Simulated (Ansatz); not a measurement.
Pb (fcc, Cu type)

```yaml
crystal:
  lattice:
    - [0.00000, 2.51696, 2.51696]
    - [2.51696, 0.00000, 2.51696]
    - [2.51696, 2.51696, 0.00000]
  atoms:
    - { symbol: Pb, position: [0.00000, 0.00000, 0.00000] }
```

Two coordinates are scanned: the volume, and the ratio of the stretch along z (the conventional c axis) to the stretch across it. Atoms keep their fractional coordinates.

Method: PBE (plane waves to 420 eV, PAW, scalar-relativistic; Ansatz, a first-principles code). k mesh 16×16×16 (Γ-centred), Fermi-Dirac smearing 0.05 eV. Compression counts positive. With partly filled bands, the response to shear is sensitive to the k mesh, so small differences along c/a are uncertain. Pb was relaxed with its symmetry unable to fall. Spin-orbit coupling is left out, though Pb is heavy. The relaxed volume of Pb is well above the measured one; the method has no dispersion term.

At one point of the scan the stress tensor (GPa) is:

```
   -1.2      0.0      0.0
    0.0     -1.2      0.0
    0.0      0.0     -0.2
```

Problem. Which point is it?
A. V/V₀ = 1.040, (c/a)/(c/a)₀ = 1.040
B. V/V₀ = 1.027, (c/a)/(c/a)₀ = 0.920
C. V/V₀ = 1.040, (c/a)/(c/a)₀ = 1.120
D. V/V₀ = 1.000, (c/a)/(c/a)₀ = 0.880

Solution. B, V/V₀ = 1.027, (c/a)/(c/a)₀ = 0.920

(Under strain, the slope of the energy per volume gives the stress and its curvature an elastic modulus.)
